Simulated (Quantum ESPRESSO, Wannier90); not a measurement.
Wannier functions of GaCuSe₂ (chalcopyrite)

```
begin unit_cell_cart
ang
    5.6027400000    0.0000000000    0.0000000000
    0.0000000000    5.6027400000    0.0000000000
   -2.8013700000   -2.8013700000    5.5551700000
end unit_cell_cart
begin atoms_frac
Ga  -0.2500000000  0.2500000000  0.5000000000
Ga   0.5000000000  0.5000000000  0.0000000000
Cu   0.2500000000 -0.2500000000  0.5000000000
Cu   0.0000000000  0.0000000000  0.0000000000
Se   0.1250000000  0.1212200000 -0.2500000000
Se   0.3712200000 -0.1250000000  0.2500000000
Se  -0.3750000000 -0.3712200000 -0.2500000000
Se  -0.1212200000  0.3750000000  0.2500000000
end atoms_frac
```

Materials Project entry mp-4840; symmetrised, unrelaxed at this level. COD (Crystallography Open Database) has an entry of this formula and space group (matched by these alone). Method: PBEsol plane waves in Quantum ESPRESSO 7.5 (PseudoDojo norm-conserving files, 74 Ry, no spin polarisation, no spin-orbit coupling), Bloch states on a 4×4×4 mesh through Γ, Wannier90 4.0.1. Density: 6×6×6 mesh, Gaussian smearing 0.01 Ry. A non-magnetic state is assumed, with no Hubbard U; filled 3d bands tend to lie too high at this level. Spin-orbit coupling, left out, would split the p-like bands by a few tenths of an eV. The gap is small at this level and was sampled on the meshes and a path alone.

Bands 43-44 form an isolated set from -7.71 to -6.38 eV relative to the valence-band maximum (on the path) and are turned into 2 Wannier functions by minimising the spread from the start: SCDM (isolated).

Centres (Cartesian, Å; one of the equivalent choices) and spreads:

```
n       x       y      z  spread (Å²)  nearest atom
-  ------  ------  -----  -----------  ------------
1  -2.801  -2.801  0.000        5.722           Ga2
2  -2.801   0.000  2.778        5.722           Ga1
```

Ω_I = 11.27 Å², Ω_total = 11.44 Å²; the interpolated bands follow pw.x to 3.1 meV rms on the path. Only this start was tried; a symmetric start can stop on a saddle, and mixtures of these functions could lower the total by at most Ω_total − Ω_I.
